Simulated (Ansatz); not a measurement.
Relaxed-ion elastic tensor of TiS2 (CdI2 type, P-3m1) in GPa (Voigt order), the program Ansatz at the PBE+D3(BJ) level (PAW); density 3.44 g/cm³, 18.01 Å³ per atom.

```csv
,1,2,3,4,5,6
1,145,27.6,12.3,-5.2,0.0,0.0
2,27.6,145,12.3,5.2,0.0,0.0
3,12.3,12.3,55.7,0.0,0.0,0.0
4,-5.2,5.2,0.0,19.9,0.0,0.0
5,0.0,0.0,0.0,0.0,19.9,-5.2
6,0.0,0.0,0.0,0.0,-5.2,58.9
```

Problem. Is the crystal mechanically stable?

Solution. Yes: the smallest eigenvalue of C is 19.2 GPa.

Problem. Work out the Voigt, Reuss and Hill averages.

Solution. K_V = 50.1, K_R = 39.7, K_H = 44.9; G_V = 39.3, G_R = 29.4, G_H = 34.4 GPa.

Problem. Give Young's modulus, Poisson's ratio, Pugh's ratio and the universal anisotropy index.

Solution. E = 9KG/(3K + G) = 82.2 GPa; ν = 0.20; K/G = 1.31 (brittle by the Pugh limit of 1.75); A_U = 5G_V/G_R + K_V/K_R − 6 = 1.95.

Problem. Estimate the sound speeds and the Debye temperature.

Solution. v_l = √((K + 4G/3)/ρ) = 5130 m/s, v_t = √(G/ρ) = 3160 m/s, mean 3490 m/s; Θ = (h/k)(3n/4πV)^(1/3) v_m = 396 K.

Problem. How much does each axis shrink under pressure?

Solution. Linear compressibilities β_i = Σ_j S_ij (j = 1 to 3): x 4.6, y 4.6, z 16 per TPa.

The cell was relaxed with PBE+D3(BJ) under the symmetry of its start. The run is not spin-polarised. As this level gives no gap, shear constants depend on the k-mesh and smearing (Fermi–Dirac, 0.1 eV here).

Potentials: the later of the program's two PAW sets.
